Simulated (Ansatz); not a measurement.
Values for one crystal, relaxed and computed with PBEsol (plane waves, PAW; program Ansatz); other levels are named.

| Quantity | Value |
|---|---|
| Volume per atom | 15.08 Å³ |
| Electronic character | metallic (no gap) |
| Bulk modulus (Birch–Murnaghan fit) | 167 GPa |
| Formation energy from the elements (no fitted shifts) | -0.051 eV/atom |
| Density of states at the Fermi level | 0.44 states/eV per atom (mean over ±0.08 eV) |
| Pressure derivative B′ | 4.1 |
| Gap with spin–orbit coupling | none (metallic) |

Task: Which of these materials gives this?
(A) AlRu, Cmcm (Al on 4c, Ru on 4c)
(B) Al2W, Fddd (Al on 16f, W on 8b)
(C) Al2Pt, fluorite or antifluorite type
(D) Al2Au, fluorite or antifluorite type

Result: B, Al2W, Fddd (Al on 16f, W on 8b)

The start of the workflow was typed in or built on a structure type; neither database checked (COD, Materials Project) lists it. Its standing as an ambient phase is unchecked. The cell was relaxed with PBEsol under the symmetry of its start; whether a distortion lowers the energy is not shown. The run is not spin-polarised. The references are the lowest solids computed at this level, not always the standard phases. Spin–orbit coupling is left out wherever it is not named.

Potentials: the later of the program's two PAW sets.
